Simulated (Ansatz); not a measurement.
# PbSe: computed property card

PbSe (CsCl type, Pm-3m), a = 3.768 Å, b = 3.768 Å, c = 3.768 Å, α = 90.00°, β = 90.00°, γ = 90.00°.

Space group Pm-3m (No. 221), CsCl type; conventional cell a = b = c = 3.768 Å, α = β = γ = 90.00°.

Method: plane-wave PAW r²SCAN (Ansatz code). The cell and atoms are relaxed at this level. Other levels are named where they apply.

### Cell and energy

```
Quantity                                                      Result
-----------------------------------------------------  -------------
Volume per atom                                             26.75 Å³
Density                                                   8.88 g/cm³
Formation energy from the elements (no fitted shifts)  -0.41 eV/atom
```

### Electronic structure

```
Quantity                                                                    Result
------------------------------------  --------------------------------------------
Electronic character                                             metallic (no gap)
Density of states at the Fermi level  0.18 states/eV per atom (mean over ±0.08 eV)
Gap with spin–orbit coupling                                       none (metallic)
```

### Mechanics

```
Item                                   Value
----------------------------------  --------
Bulk modulus (Birch–Murnaghan fit)  53.2 GPa
Pressure derivative B′                   3.0
```

### Charges

```
Property                     Result
-------------  --------------------
Bader charges  Pb +0.94, Se -0.94 e
```

The first step of the workflow began from a Materials Project structure, measured or hypothetical; the Crystallography Open Database copy checked does not list it. It is not the phase usual at ambient conditions (space group No. 225). The cell was relaxed with r²SCAN under the symmetry of its start; its stability against distortions is not shown here. The references are the lowest solids computed at this level, not always the standard phases. Scalar-relativistic: spin–orbit coupling is off unless named, which matters more the heavier the elements.

Potentials: the later of the program's two PAW sets.
